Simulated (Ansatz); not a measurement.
Data:

Starting cell, SnO (litharge type, space group P4/nmm):

```
CELL_PARAMETERS angstrom
      3.79339     0.00000     0.00000
      0.00000     3.79339     0.00000
      0.00000     0.00000     4.76431
ATOMIC_POSITIONS crystal
  Sn 0.50000 0.00000 0.24059
  Sn 0.00000 0.50000 0.75941
  O  0.00000 0.00000 0.00000
  O  0.50000 0.50000 0.00000
```

In this cell atom 4 (O, nearest neighbour Sn at 2.216 Å; its periodic images, 3.8 Å or more away, move with it) is moved by s along Cartesian [110], unit vector (0.707, 0.707, 0.000); all other atoms and the cell stay fixed.

These are r2SCAN+rVV10 (plane waves to 500 eV, PAW, scalar-relativistic; Ansatz, a quantum-chemistry and plane-wave program) values and carry that method's errors. k mesh 7×7×6 (Γ-centred), Fermi-Dirac smearing 0.05 eV. The energy includes the smearing's −TS. With partly filled bands, energies and forces of such displacements shift with the k mesh and the smearing. At this level the bands of SnO touch or barely overlap; measurements give the solid a gap. SnO was relaxed with its symmetry unable to fall. The zero of ΔE is the undisplaced structure.

The scan covers s from -0.220 to 0.220 Å in 11 points.

### Question
Is the energy the same for equal positive and negative displacements?

### Answer
Even: the same for both signs. With its periodic images moving along, the atom's site symmetry in this cell is -4m2.

### Question
What is the force constant k = d²E/ds² of this move at s = 0?

### Answer
8.68 eV/Å².

(For displaced atoms, the force is minus the slope of the energy, and its curvature is a force constant, which sets phonon frequencies.)
